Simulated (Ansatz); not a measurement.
ScAlN₂:
```yaml
crystal:
  lattice:
    - [3.32270, 0.00000, 0.00000]
    - [-1.66135, 2.87754, 0.00000]
    - [0.00000, 0.00000, 5.16885]
  atoms:
    - { symbol: Sc, position: [0.33333, 0.66667, 0.99077] }
    - { symbol: N, position: [0.33333, 0.66667, 0.40830] }
    - { symbol: Al, position: [0.66667, 0.33333, 0.50402] }
    - { symbol: N, position: [0.66667, 0.33333, 0.86691] }
```

Relaxed with r²SCAN. Independent-particle spectrum: no excitons, no local fields, no scissors shift; 0.1 eV broadening; ε₁ of the summed bands alone.

Tabulate the dielectric function from plane-wave PAW r²SCAN (Ansatz code).



```tsv
E (eV)	ε₁ xx	ε₂ xx	ε₁ zz	ε₂ zz
0.0	5.42	0.00	5.29	0.00
0.5	5.45	0.00	5.32	0.00
1.0	5.53	0.00	5.39	0.00
1.5	5.67	0.00	5.53	0.00
2.0	5.90	0.00	5.74	0.00
2.5	6.26	0.00	6.05	0.00
3.0	6.87	0.00	6.55	0.00
3.5	8.67	0.10	7.44	0.00
4.0	7.36	3.01	9.51	0.60
4.5	6.88	2.29	7.05	6.24
5.0	8.32	2.91	6.75	4.25
5.5	9.96	5.37	8.18	3.70
6.0	8.27	10.67	8.90	10.06
6.5	1.90	8.56	3.87	11.04
7.0	1.61	7.75	-0.31	10.05
7.5	0.32	6.40	-1.59	8.52
8.0	1.30	6.76	-1.21	5.30
8.5	0.29	4.46	-1.56	4.04
9.0	-0.04	5.73	-0.51	3.60
9.5	-1.19	4.06	-0.92	3.53
10.0	-0.07	3.73	-0.76	2.41
10.5	-1.23	3.10	-1.07	2.58
11.0	-0.15	2.69	-0.63	1.45
11.5	-0.32	2.85	-0.02	1.41
12.0	-0.45	2.27	0.74	1.38
```

From ε at 4.2 eV (xx: 7.36 + 2.76i), find n, k, the normal reflectivity and the absorption coefficient.

n = 2.76, k = 0.500, R = 23 %, α = 2kE/ħc = 210000 cm⁻¹.

With all bands, ε∞ without local fields is 5.54 (xx = yy), 5.41 (zz).

Space group P3m1. The start of the workflow was typed in or built on a structure type; neither database checked (COD, Materials Project) lists it. Its standing as an ambient phase is unchecked. Symmetry was held in the r²SCAN relaxation; its stability against distortions is not shown here. No spin polarisation was allowed.

Potentials: the earlier of the program's two PAW sets.
